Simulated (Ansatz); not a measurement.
Hf3Ge2:
```
Hf3Ge2
1.0
    7.11370     0.00000     0.00000
    0.00000     7.11370     0.00000
    0.00000     0.00000     3.70509
Hf Ge
6 4
Direct
  0.00000   0.00000   0.00000
  0.50000   0.50000   0.00000
  0.16982   0.66982   0.50000
  0.83018   0.33018   0.50000
  0.33018   0.16982   0.50000
  0.66982   0.83018   0.50000
  0.63073   0.13073   0.00000
  0.36927   0.86927   0.00000
  0.86927   0.63073   0.00000
  0.13073   0.36927   0.00000
```

Relaxed with r²SCAN. Special points in fractions of this cell's reciprocal vectors: Γ (0.000, 0.000, 0.000); X (0.000, 0.500, 0.000); M (0.500, 0.500, 0.000); Z (0.000, 0.000, 0.500); R (0.000, 0.500, 0.500); A (0.500, 0.500, 0.500).

Question: List the band energies nearest the Fermi level at these points for r²SCAN (plane waves, PAW; program Ansatz).

Answer: In eV from the Fermi level; about four levels below and three above (degenerate sets whole), none deeper than 8.9 eV; points with the same levels are listed once.

```json
[
 {"k": "Γ", "below": "-0.62 -0.62 -0.43 -0.01", "above": "0.02 0.93 1.35"},
 {"k": "X", "below": "-1.43 -1.43 -0.51 -0.51", "above": "0.70 0.70 0.97 0.97"},
 {"k": "M", "below": "-0.53 -0.53 -0.21 -0.21", "above": "0.34 0.34 1.50 1.50"},
 {"k": "Z", "below": "-1.37 -1.37 -0.77 -0.02", "above": "0.02 0.18 0.18"},
 {"k": "R", "below": "-0.46 -0.46 -0.21 -0.21", "above": "2.24 2.24 3.00 3.00"},
 {"k": "A", "below": "-0.62 -0.62 -0.55 -0.55", "above": "2.34 2.34 3.88 3.88 3.88 3.88"}
]
```

Space group P4/mbm. The first step of the workflow began from a Materials Project structure, measured or hypothetical; the Crystallography Open Database copy checked does not list it. Its standing as an ambient phase is unchecked. The cell was relaxed with r²SCAN under the symmetry of its start; whether a distortion lowers the energy is not shown. No spin polarisation was allowed. Spin–orbit coupling is left out wherever it is not named.

Potentials: the later of the program's two PAW sets.
